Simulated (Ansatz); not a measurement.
Crystals of one structure type (rock salt) and one family of elements, relaxed and computed with PBE (plane waves, PAW; program Ansatz).

```json
[
 {"crystal": "LiF", "V (Å³/atom)": "8.41", "B₀ by P(V) fit (GPa)": "67.2"},
 {"crystal": "NaF", "V (Å³/atom)": "12.99", "B₀ by P(V) fit (GPa)": "44.8"},
 {"crystal": "LiCl", "V (Å³/atom)": "17.08", "B₀ by P(V) fit (GPa)": "31.8"},
 {"crystal": "LiBr", "V (Å³/atom)": "20.92", "B₀ by P(V) fit (GPa)": "25.7"},
 {"crystal": "RbCl", "V (Å³/atom)": "37.58", "B₀ by P(V) fit (GPa)": "?"},
 {"crystal": "KBr", "V (Å³/atom)": "37.69", "B₀ by P(V) fit (GPa)": "13.5"},
 {"crystal": "RbBr", "V (Å³/atom)": "43.20", "B₀ by P(V) fit (GPa)": "11.9"}
]
```

Fit a straight line to ln B₀ against ln V and predict the withheld value.

Least squares on the 6 shown rows: ln B₀ = -1.08 × ln V + (6.533), with a scatter of 2 %. For RbCl this gives 13.7. The run itself gave 14.2, outside the scatter: the line misses something about this case.

All cells were relaxed under the symmetry of their starts (and spin orders); stability against distortions was not tested throughout. Scalar-relativistic: spin–orbit coupling is off unless named, which matters more the heavier the elements.

Potentials: the later of the program's two PAW sets.
